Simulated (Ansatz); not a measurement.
## TiC: moving C off its site

TiC, Fm-3m, a = 4.328 Å (as given, not relaxed at this level: 0.0 GPa). Ansatz: r2SCAN, PAW, 500 eV, Γ-centred 18×18×18 mesh on 2 atoms, Gaussian smearing 0.15 eV; no spin polarisation.

```
Ti C
1.0
     0.00000    2.16400    2.16400
     2.16400    0.00000    2.16400
     2.16400    2.16400    0.00000
Ti C
1 1
Cartesian
  0.0000 0.0000 0.0000
  2.1640 2.1640 2.1640
```

Atom 2 (C) moves by x along the unit vector (0.000, 1.000, 0.000), with its periodic images; all else is held. y is the free energy of the cell over the start, F the force along the path summed over the moved atoms. Symmetry makes y even in x.

```tsv
x (Å)	y (meV)	F (eV/Å)
-0.1000	?	?
-0.0500	11.44	0.46
0.0000	0.00	0.00
0.0125	0.71	-0.11
0.0250	2.86	-0.23
0.0375	6.44	-0.34
0.0625	17.84	-0.57
0.0750	25.59	-0.67
0.0875	34.62	-0.77
```

Q: Fit y = c2 x² + c4 x⁴ to the energies of the other rows, give the force constant, and predict energy and force of the missing row.

A: Least squares on the rows shown. y = 4607.7 x² − 11023 x⁴. The force constant is 2 c2 = 9.22 eV/Å² (for all images moving together, not for a lone atom). With two atoms in a cubic cell this is the optical mode at Γ (in a metal it hangs on mesh and smearing): ω = 521.5 √(2 c2/μ) = 511 cm⁻¹ for μ = 9.60 u. The force −dy/dx at the missing row is 0.88 eV/Å (computed 0.88). At x = -0.1000 the fit asked for gives 44.97 meV. The run gave 44.92 meV, so the fit is 0.05 meV too high, a small miss on the scale of the series.